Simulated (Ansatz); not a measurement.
C (diamond), relaxed with PBE (Ansatz, a quantum-chemistry and plane-wave program, plane waves, PAW): a = b = c = 3.5716 Å, α = β = γ = 90.00°.

- gap (eV): 4.13
- electron conductivity mass (mₑ): 0.40

Q: The same phase is relaxed and computed with PBE+D3(BJ) in the same code. What are the cell and these values now?

A: a = 3.5569 Å, b = 3.5569 Å, c = 3.5569 Å, α = 90.00°, β = 90.00°, γ = 90.00°.

gap (eV): 4.15
electron conductivity mass (mₑ): 0.40

All cells were relaxed under the symmetry of their starts (and spin orders); stability against distortions was not tested throughout.

Potentials: the later of the program's two PAW sets.

Ansatz is a plane-wave DFT program.
